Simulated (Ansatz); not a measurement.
Level of theory: Ansatz, DFT PBE, scalar-relativistic, plane waves, PAW. All cells share a 420 eV cutoff and Γ-centred k meshes spaced at most about 0.3 Å⁻¹ (about 0.25 or finer for metals, 2π included). No spin polarisation in the final relaxations.

These are static total energies at zero pressure.

Two relaxed structures of Ca₂Ge₂N:

A. Space group Cmmm (No. 65), orthorhombic, a = 4.133 Å, b = 12.008 Å, c = 4.189 Å. Ca has 4 Ge at 2.98 Å, 1 Ca at 3.16 Å, 2 Ge at 3.17 Å, 4 N at 3.34 Å and 2 Ca at 3.52 Å; around Ge lie 1 N at 2.04 Å, 2 Ge at 2.82 Å, 4 Ca at 2.98 Å and 2 Ca at 3.17 Å; around N lie 2 Ge at 2.04 Å and 8 Ca at 3.34 Å.

B. Space group P-3m1 (No. 164), trigonal, a = 4.085 Å, c = 8.302 Å. Around Ca lie 4 Ge at 3.05–3.18 Å and 3 N at 3.48 Å; Ge has 3 N at 2.44 Å, 3 Ge at 2.67 Å and 4 Ca at 3.05–3.18 Å; N is surrounded by 6 Ge at 2.44 Å and 6 Ca at 3.48 Å.

Question: Which would you expect to be lower, and how large is the difference?

Answer: A is lower, by 0.38 eV/atom. A has space group Cmmm (No. 65), 20.8 Å³/atom and no gap on its mesh; B has space group P-3m1 (No. 164), 24.0 Å³/atom and no gap. Counting Ge or N atoms around Ca (for each partner element, those within 1.25 times its shortest distance or 1.15 times the sum of covalent radii, where it is the nearest in units of that sum or under 1.3), A has Ca 6 and B has Ca 4. The denser one is the lower, and pressure would at first widen the difference. Both come from invented guesses. A third cell relaxed alike, in P-3m1, lies 0.55 eV/atom below the lower of the two.

A magnetic state wasn't ruled out in cells without spin, among them P-3m1. Cells relaxed within their symmetry can be saddle points.
